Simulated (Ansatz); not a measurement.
Here is an unrelaxed guess for SiO2.

This is a two-dimensional sheet: the third axis spans vacuum and isn't periodic.

```
Si O
1.0
     3.79258    0.00000    0.00000
     0.00000    3.79258    0.00000
     0.00000    0.00000   18.00000
Si O
2 4
Direct
  0.00000 0.00000 0.41415
  0.00000 0.00000 0.58585
  0.00000 0.50000 0.41542
  0.50000 0.00000 0.41542
  0.00000 0.50000 0.58458
  0.50000 0.00000 0.58458
```

Computed with Ansatz 0.2.0, DFT PBE+D3(BJ), scalar-relativistic, plane waves, PAW. Cutoff 420 eV; k points 4×4×1 on the computed 6-atom cell (Γ-centred); Gaussian smearing, width 0.10 eV; no spin polarisation.

Energies over the elements count from the elements' standard structures at the same level (O₂ as a molecule), with no fitted energy shifts.

Task: What does a single point on this coarse mesh give?

Result: The largest force is 0.42 eV/Å, and the energy is −0.91 eV/atom against the elements. The shortest distance is 1.90 Å.

Task: How much does it gain on relaxing, and where does it end?

Result: Relaxing gains about 0.74 eV/atom (the start's value is from the coarse mesh, so the gain is rough) in 18 ionic steps and ends at −1.65 eV/atom on the finer mesh. The symmetry stays p4/mmm (No. 61). The area per atom shrinks by 22.7 %, from 2.4 to 1.9 Å². The shortest distance goes from 1.90 Å (Si–O) to 1.67 Å (Si–O). In-plane cell: a = 3.334 Å, b = 3.334 Å, γ = 90.0°, thickness 3.86 Å between the outermost nuclei. Si at height 0.00 Å has 4 O at 1.67 Å; O at height 0.00 Å has 2 Si at 1.67 Å.

The last run used a 12×12×1 mesh for its 6-atom cell and Gaussian smearing of 0.10 eV. The relaxation can't lower the symmetry of the start. Symmetry constrained the relaxation, so the result can be a saddle point.
